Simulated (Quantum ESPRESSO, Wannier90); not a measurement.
Wannier functions of ZrO$_{2}$ (P4₂/nmc)

Materials Project entry mp-2574; symmetrised, unrelaxed at this level. COD (Crystallography Open Database) has the formula in 4 space groups, this one among them (matched by group alone). Computed values, not measurements, from PBEsol: Quantum ESPRESSO (norm-conserving PseudoDojo potentials, cutoff 68 Ry, spinors with spin-orbit coupling) on a Γ-centred 6×6×4 mesh, then Wannier90. Density: 8×8×6 mesh, cold smearing 0.01 Ry.

```
begin unit_cell_cart
ang
    3.6001700000    0.0000000000    0.0000000000
    0.0000000000    3.6001700000    0.0000000000
    0.0000000000    0.0000000000    5.2251600000
end unit_cell_cart
mp_grid = 6 6 4
```

Problem. Which shells of neighbouring k-points and which b-vectors and weights does Wannier90 pick for this cell and mesh?

Solution. 
```
 *---------------------------------- K-MESH ----------------------------------*
 +----------------------------------------------------------------------------+
 |                    Distance to Nearest-Neighbour Shells                    |
 |                    ------------------------------------                    |
 |          Shell             Distance (Ang^-1)          Multiplicity         |
 |          -----             -----------------          ------------         |
 |             1                   0.290874                      4            |
 |             2                   0.300622                      2            |
 |             3                   0.411359                      4            |
 |             4                   0.418308                      8            |
 |             5                   0.509499                      8            |
 |             6                   0.581749                      4            |
 |             7                   0.601243                      2            |
 |             8                   0.650415                      8            |
       ... (lines left out)
 +----------------------------------------------------------------------------+
 | The b-vectors are chosen automatically                                     |
 | The following shells are used:                       1,  2                 |
 +----------------------------------------------------------------------------+
 |                        Shell   # Nearest-Neighbours                        |
 |                        -----   --------------------                        |
 |                          1               4                                 |
 |                          2               2                                 |
 +----------------------------------------------------------------------------+
 | Completeness relation is fully satisfied [Eq. (B1), PRB 56, 12847 (1997)]  |
 +----------------------------------------------------------------------------+
 |                  b_k Vectors (Ang^-1) and Weights (Ang^2)                  |
 |                  ----------------------------------------                  |
 |            No.         b_k(x)      b_k(y)      b_k(z)        w_b           |
 |            ---        --------------------------------     --------        |
 |             1         0.000000    0.290874    0.000000     5.909610        |
 |             2         0.290874    0.000000    0.000000     5.909610        |
 |             3         0.000000   -0.290874    0.000000     5.909610        |
 |             4        -0.290874    0.000000    0.000000     5.909610        |
 |             5         0.000000    0.000000    0.300622     5.532602        |
 |             6         0.000000    0.000000   -0.300622     5.532602        |
```
